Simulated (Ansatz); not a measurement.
C, graphene layer, relaxed and computed with two functionals in Ansatz (plane waves, PAW).

```tsv
functional	a (Å)
LDA	2.445
r²SCAN+D4	?
```

Q: Some entries are withheld; supply them.

A: 
- r²SCAN+D4, a (Å): 2.454

All cells were relaxed under the symmetry of their starts (and spin orders); stability against distortions was not tested throughout.

Potentials: the later of the program's two PAW sets.

Ansatz (a program for electronic structure) is a plane-wave DFT program.
